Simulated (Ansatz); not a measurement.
## E(M) for CuPt (R-3m)

```
Cu Pt
1.0
     1.36230    0.78652    4.24445
    -1.36230    0.78652    4.24445
     0.00000   -1.57305    4.24445
Cu Pt
1 1
Direct
  0.00000 0.00000 0.00000
  0.50000 0.50000 0.50000
```

Geometry: a structure from the Materials Project; nothing is relaxed.

Common settings: LDA, 14×14×14 k mesh, Fermi–Dirac smearing of 0.1 eV. PAW means Ansatz 0.2.0 on its default frozen-core files; LAPW is all-electron LAPW in Ansatz 0.2.0. Site moments are integrated in spheres about the atoms, whose radii differ between the methods. Start moments of the first PAW run (μB): Cu1 0.7, Pt2 0.6.

Each run fixes M = N↑ − N↓ with two Fermi levels; the holding field B = (E_F↑ − E_F↓)/2μB is the slope of the free energy against M over μB. Energies count from each method's free run. The held moment starts spread evenly over Cu1, Pt2.

The free PAW run: The moments died out: the run ends unmagnetised.

```
M (μB/cell)  ΔF PAW (meV/cell)  ΔF LAPW (meV/cell)  B, PAW (T)  largest site moment, PAW (μB)  pressure, PAW (GPa)
       0.00                0.0                   –           –                           0.00                 -9.7
       0.40              +80.4               +80.5       +6019                           0.27                 -8.9
       0.80             +274.4              +274.2      +11562                           0.52                 -7.7
       1.20             +609.2                   –      +17068                           0.75                 -5.5
       1.80            +1388.2                   –      +27587                           1.04                 -1.5
       2.40            +2552.2             +2549.8      +39597                           1.31                  4.3
       3.20            +4755.0             +4750.7      +54807                           1.67                 16.5
```

**Question.** Check μB·B = dF/dM between M = 2.40 and 3.20 μB with the PAW numbers.

**Answer.** ΔF/ΔM = +2202.8 meV / 0.80 = +2753.5 meV per μB, which is +47569 T with μB = 0.05788 meV/T. The mean of the two holding fields is +47202 T. The slope equals the mean of B over the step, so the two agree where B(M) is nearly straight between its ends, and here they lie within a tenth of each other.

Separate runs put a uniform field on the spins (g = 2):

```
field (T)  M PAW (μB/cell)  M LAPW (μB/cell)
      200            0.009             0.009
     1000            0.044             0.044
     3000            0.153             0.152
```

The PAW files were made with PBE; the program remakes their cores once for the run's functional and then keeps them frozen. The Ansatz runs typed with the search for lower states off end where their start leads. Spin–orbit coupling is left out although heavy atoms are present. These are results for the start and cell typed. The real compound can order otherwise, in a larger cell, or not at all, since semilocal functionals at zero temperature often overstate magnetism.
